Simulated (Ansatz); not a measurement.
VCl2O in space group Immm (No. 71; V on 2d, Cl on 4i, O on 2a) at seven volumes, DFT-r²SCAN+D4 in the program Ansatz with PAW potentials, shape and atoms relaxed at each. One row is withheld.

```csv
V (Å³/atom),P (GPa)
16.841,3.60
17.396,1.98
17.951,0.81
18.507,0.00
19.062,-0.53
19.617,?
20.172,-0.97
```

Problem. Fit the shown pressures and predict the withheld one.

Solution. P = (3/2)B₀(x^(7/2) − x^(5/2))[1 + (3/4)(B′ − 4)(x − 1)] with x = (V₀/V)^(2/3). Least squares on the six rows gives V₀ = 18.508 Å³/atom, B₀ = 21.8 GPa, B′ = 13.21. At V = 19.617, x = 0.9619 and P = -0.83 GPa. The run itself gave -0.83 GPa.

The first step of the workflow began from a Materials Project structure, measured or hypothetical; the Crystallography Open Database copy checked does not list it. Its standing as an ambient phase is unchecked. The r²SCAN+D4 relaxation kept the symmetry of its start; its stability against distortions is not shown here. Magnetic state: ferromagnetic, chosen from 3 collinear starts compared on coarse meshes (ties went to the first, and starts can fall back to one state), not a proven ground state. Other orbital occupations within this spin state were not tried. No Hubbard U is applied.

Potentials: the later of the program's two PAW sets.
